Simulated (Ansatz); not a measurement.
TaAl (rock salt, space group No. 225) under volume change, DFT-PBEsol in the program Ansatz with PAW potentials, scaled uniformly.

```
V (Å³/atom)  E − E(relaxed) (meV/atom)  P (GPa)
-----------  -------------------------  -------
16.283                            69.0    14.83
16.820                            29.1     9.13
17.357                             6.9     4.24
17.894                             0.0     0.02
18.431                             6.2    -3.62
18.968                            23.7    -6.75
19.504                            51.0    -9.45
```

What does a third-order Birch–Murnaghan fit give for V₀, B₀ and B′?

V₀ = 17.90 Å³/atom, B₀ = 130 GPa, B′ = 4.0.

Space group Fm-3m (rock salt). The start of the workflow was typed in or built on a structure type; neither database checked (COD, Materials Project) lists it. Whether it is the stable phase at ambient conditions was not checked. The PBEsol relaxation kept the symmetry of its start. At this level the phase is mechanically unstable. No spin polarisation was allowed. Its formation energy is positive at this level, so the cell may be metastable or incomplete. Spin–orbit coupling is left out wherever it is not named.

Potentials: the earlier of the program's two PAW sets. The files were generated under PBE; for other functionals the program regenerates the frozen cores, and for LDA and PBEsol the local potential too.
